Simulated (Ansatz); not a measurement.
**GaGeO3, first-principles data**

GaGeO$_{3}$:
```xyz
5
Lattice="3.4521 0.0000 0.0000 0.0000 3.4521 0.0000 0.0000 0.0000 4.6896" Properties=species:S:1:pos:R:3 pbc="T T T"
Ga     1.7260     1.7260     2.8803
Ge     0.0000     0.0000     0.9822
O      0.0000     1.7260     2.0445
O      1.7260     0.0000     2.0445
O      1.7260     1.7260     4.6645
```

Space group P4mm (No. 99); conventional cell a = 3.4521 Å, b = 3.4521 Å, c = 4.6896 Å, α = 90.00°, β = 90.00°, γ = 90.00°.

Method: DFT-LDA in the program Ansatz with PAW potentials. Geometry: relaxed at this level of theory. Other levels are named where they apply.

**Cell and energy**

```json
{
 "volume_per_atom": "11.18 Å³",
 "density": "5.66 g/cm³",
 "Formation energy from the elements (no fitted shifts)": "-1.35 eV/atom"
}
```

**Electronic structure**

```json
{
  "electronic_character": "metallic (no gap)",
  "Density of states at the Fermi level": "0.30 states/eV per atom (mean over ±0.08 eV)"
}
```

**Mechanics**

```json
{
 "Bulk modulus (Birch–Murnaghan fit)": "128 GPa",
 "Pressure derivative B′": "5.1"
}
```

**Phonons**

```json
{
  "highest_zone_centre_frequency": "701 cm⁻¹",
  "zone_centre_stability": "unstable, softest mode 136i cm⁻¹"
}
```

The start of the workflow was typed in or built on a structure type; neither database checked (COD, Materials Project) lists it. Whether it is the stable phase at ambient conditions was not checked. The LDA relaxation kept the symmetry of its start. A crystal of weakly bound units computed without a dispersion correction: the cell and the soft elastic constants depend strongly on that. With an odd number of electrons in the cell and no spin polarisation, the count alone makes it a metal. As this level gives no gap, phonon frequencies hold no LO–TO term and depend on the k-mesh and smearing (Fermi–Dirac, 0.1 eV here). The references are the lowest solids computed at this level, not always the standard phases (solids in place of the gases). Scalar-relativistic: spin–orbit coupling is off unless named, which matters more the heavier the elements.

Potentials: the later of the program's two PAW sets.
